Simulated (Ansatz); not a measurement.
Bi:
```cif
data_Bi2
_chemical_formula_sum 'Bi2'
_space_group_name_H-M_alt 'P 1'
_space_group_IT_number 1
_cell_length_a 4.88481
_cell_length_b 4.88481
_cell_length_c 4.88481
_cell_angle_alpha 55.315
_cell_angle_beta 55.315
_cell_angle_gamma 55.315
loop_
_space_group_symop_operation_xyz
  'x, y, z'
loop_
_atom_site_label
_atom_site_type_symbol
_atom_site_fract_x
_atom_site_fract_y
_atom_site_fract_z
_atom_site_occupancy
Bi1 Bi 0.23164 0.23164 0.23164 1
Bi2 Bi 0.76836 0.76836 0.76836 1
```

This is the r²SCAN-relaxed structure.

Problem. All from r²SCAN (plane waves, PAW; program Ansatz), unless another level is named. Predict the highest zone-centre frequency.

Solution. 114 cm^-1.

Problem. Next, the Young's modulus?

Solution. 33.5 GPa.

Space group R-3m (A7 (α-As type)). The cell was relaxed with r²SCAN under the symmetry of its start; of distortions, only those at the zone centre were tested. As this level gives no gap, phonon frequencies hold no LO–TO term and depend on the k-mesh and smearing (Fermi–Dirac, 0.1 eV here). Scalar-relativistic: spin–orbit coupling is off unless named, which matters more the heavier the elements.

Potentials: the earlier of the program's two PAW sets.
